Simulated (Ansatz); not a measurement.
ZrGe:
```
ZrGe
1.0
    7.09862     0.00000     0.00000
    0.00000     3.92042     0.00000
    0.00000     0.00000     5.40604
Zr Ge
4 4
Cartesian
  1.26153   0.98011   3.41594
  5.83709   2.94032   1.99010
  2.28778   2.94032   0.71292
  4.81085   0.98011   4.69312
  0.33668   0.98011   0.82746
  6.76194   2.94032   4.57858
  3.21263   2.94032   3.53049
  3.88600   0.98011   1.87556
```

Relaxed with r²SCAN. Special points in fractions of this cell's reciprocal vectors: Γ (0.000, 0.000, 0.000); X (0.500, 0.000, 0.000); S (0.500, 0.500, 0.000); Y (0.000, 0.500, 0.000); Z (0.000, 0.000, 0.500); U (0.500, 0.000, 0.500); R (0.500, 0.500, 0.500); T (0.000, 0.500, 0.500).

Problem. List the band energies nearest the Fermi level at these points for r²SCAN (plane waves, PAW; program Ansatz).

Solution. In eV from the Fermi level; about four levels below and three above (degenerate sets whole), none deeper than 8.9 eV; points with the same levels are listed once.

| k | below | above |
|---|---|---|
| Γ | -0.87 -0.81 -0.41 -0.31 | 0.63 0.65 0.77 |
| X | -1.12 -1.12 -0.19 -0.19 | 0.27 0.27 0.85 0.85 |
| S | -2.00 -2.00 -2.00 -2.00 | 2.55 2.55 2.55 2.55 |
| Y | -1.94 -1.94 -1.73 -1.73 | 2.25 2.25 2.33 2.33 |
| Z | -1.03 -1.03 -0.39 -0.39 | 0.93 0.93 0.95 0.95 |
| U | -0.97 -0.97 -0.94 -0.94 | 0.62 0.62 1.15 1.15 |
| R | -1.63 -1.63 -1.63 -1.63 | 1.83 1.83 1.83 1.83 |
| T | -0.97 -0.97 -0.68 -0.68 | 0.05 0.05 0.86 0.86 |

Space group Pnma. The workflow started from a Materials Project entry (that database holds measured and hypothetical structures alike); the Crystallography Open Database copy checked does not list it. Whether it is the stable phase at ambient conditions was not checked. The cell was relaxed with r²SCAN under the symmetry of its start; its stability against distortions is not shown here. The run is not spin-polarised. Scalar-relativistic: spin–orbit coupling is off unless named, which matters more the heavier the elements.

Potentials: the earlier of the program's two PAW sets.
